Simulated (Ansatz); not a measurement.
Crystals in the bcc lattice, computed with PBE in Ansatz (plane-wave DFT, scalar-relativistic, harmonic phonons, no LO–TO term at Γ; smeared occupations, about 0.1 eV; no spin; PAW, where unfrozen means all-electron datasets; each on its own modest k mesh, which can be coarse for ε∞).

One of them, on the k mesh 8×8×8 in its relaxed cell of 91.2 Å³ an atom, gives lowest mode at q = [0.5, -0.5, 0.5] (cm⁻¹) 44; top mode at q = [0.5, -0.5, 0.5] (cm⁻¹) 44 (phonons by finite displacements).

Caveats: coarse k mesh.

**Question.** Which crystal is it?
A. Rb
B. Li
C. Nb
D. Cs

**Answer.** A. It is Rb. The others give, for the lowest mode at q = [0.5, -0.5, 0.5] in cm⁻¹: Li 329 on 8×8×8, Nb 220 on 8×8×8, Cs 33 on 8×8×8.
